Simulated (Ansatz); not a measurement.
Electric field gradients in Bi2Te3

The calculation used DFT PBEsol, scalar-relativistic, plane waves, PAW in Ansatz 0.2.0. Cutoff 420 eV, 12×12×12 k-points (Γ-centred), Gaussian smearing of 0.01 eV. No spin polarisation.

Equilibrium structure at this level:
```
CELL_PARAMETERS angstrom
2.19017 1.26450 10.10816
-2.19017 1.26450 10.10816
0.00000 -2.52899 10.10816
ATOMIC_POSITIONS crystal
Bi 0.39982 0.39982 0.39982
Bi 0.60018 0.60018 0.60018
Te 0.00000 0.00000 0.00000
Te 0.21001 0.21001 0.21001
Te 0.78999 0.78999 0.78999
```

Spin–orbit coupling is left out, which matters for gradients at heavy nuclei.

Question: Give V_zz (10²¹ V/m²) and the asymmetry η at each distinct site.

Answer:
| atom | V_zz | η |
| --- | --- | --- |
| Bi (atom 1) | 2.67 | 0.00 |
| Te (atom 3) | 9.14 | 0.00 |
| Te (atom 4) | -0.513 | 0.00 |

Cost: 1 run of about 2 core-minutes, on Intel Xeon Platinum 8259CL (Skylake/Cascade Lake) (shared hosts).